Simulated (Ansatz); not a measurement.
Structures of Sr2MgAl3: which is lowest?

Plane-wave DFT in Ansatz with scalar-relativistic PAW potentials, cutoff 420 eV, Γ-centred meshes chosen by cell and gap, Gaussian smearing with energies taken to zero width. Every cell was relaxed (cell and atoms) in a run of its own, within the symmetry of its start. Functional: PBE.

Relaxed structures (starts from databases or built by putting these elements on another compound's sites):
A. P6_3/mmc, 12 atoms in the computed cell, a = 6.037 Å, c = 9.618 Å; sites (symmetry × multiplicity) Sr 3m. × 4, Mg -3m. × 2, Al mm2 × 6; start: database
B. P6/mmm, 6 atoms in the computed cell, a = 6.078 Å, c = 5.734 Å; sites (symmetry × multiplicity) Sr -6m2 × 2, Mg 6/mmm × 1, Al mmm × 3; start: built

Rank them by energy. Could pressure change the order?

```csv
structure,group,E − E(lowest) (meV/atom),V (Å³/atom),gap on mesh (eV)
A,P6_3/mmc,0.0,25.30,0.00
B,P6/mmm,500,30.58,0.00
```

A is lowest, 500 meV/atom under B. The lowest is also the densest of these, so pressure wouldn't bring one of the others in at first order. Other structures may lie lower than all of these, and vibrations aren't counted.